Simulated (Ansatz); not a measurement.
YIr (CsCl type, space group No. 221) under volume change, the program Ansatz at the PBEsol level (PAW), scaled uniformly.

```
V (Å³/atom)  E − E(relaxed) (meV/atom)  P (GPa)
-----------  -------------------------  -------
17.655                            83.6    16.69
18.237                             [?]      [?]
18.819                             8.3     4.68
19.401                             0.0     0.00
19.983                             [?]      [?]
20.565                            28.2    -7.36
21.147                            60.3   -10.23
```

Q: Fill in the missing entries.

A: 
- 19.983, E − E(relaxed) (meV/atom): 7.4
- 19.983, P (GPa): -3.98
- 18.237, E − E(relaxed) (meV/atom): 35.0
- 18.237, P (GPa): 10.20

Q: What does a third-order Birch–Murnaghan fit give for V₀, B₀ and B′?

A: V₀ = 19.40 Å³/atom, B₀ = 144 GPa, B′ = 4.4.

Space group Pm-3m (CsCl type). The workflow started from an entry of the Crystallography Open Database (COD). Whether it is the stable phase at ambient conditions was not checked. The PBEsol relaxation kept the symmetry of its start; its stability against distortions is not shown here. The run is not spin-polarised. Spin–orbit coupling is left out wherever it is not named.

Potentials: the later of the program's two PAW sets.
